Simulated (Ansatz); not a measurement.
LiCl:
```cif
data_Cl4Li4
_chemical_formula_sum 'Li4 Cl4'
_space_group_name_H-M_alt 'Fm-3m'
_space_group_IT_number 225
_space_group_name_Hall '-F 4 2 3'
_cell_length_a 5.11240
_cell_length_b 5.11240
_cell_length_c 5.11240
_cell_angle_alpha 90.000
_cell_angle_beta 90.000
_cell_angle_gamma 90.000
loop_
_atom_site_label
_atom_site_type_symbol
_atom_site_symmetry_multiplicity
_atom_site_Wyckoff_symbol
_atom_site_fract_x
_atom_site_fract_y
_atom_site_fract_z
_atom_site_occupancy
Li1 Li 4 a 0.00000 0.00000 0.00000 1
Cl1 Cl 4 b 0.50000 0.50000 0.50000 1
```
(The calculation used a cell of 2 atoms; values per cell refer to that cell.)

Relaxed with r²SCAN.

Question: Tabulate the valence density and the electron localisation function along the shortest Li–Cl contact (2.56 Å), r²SCAN in the plane-wave PAW code Ansatz.

Answer: 

```tsv
distance from Li (Å)	density (e/Å³)	ELF
0.26	5.61	0.99
0.38	2.75	0.97
0.51	0.90	0.59
0.64	0.20	0.08
0.77	0.08	0.01
0.89	0.08	0.02
1.02	0.10	0.19
1.15	0.14	0.56
1.28	0.22	0.74
1.41	0.34	0.82
1.53	0.53	0.85
1.66	0.82	0.87
1.79	1.22	0.88
1.92	1.64	0.86
2.04	1.81	0.80
2.17	1.49	0.66
2.30	0.74	0.44
```

The density is the valence pseudo-density with augmentation charge, so density and ELF within about 1 Å of a nucleus are not all-electron values.

Symmetry was held in the r²SCAN relaxation; phonons on a q-mesh show no instability.

Potentials: the later of the program's two PAW sets.
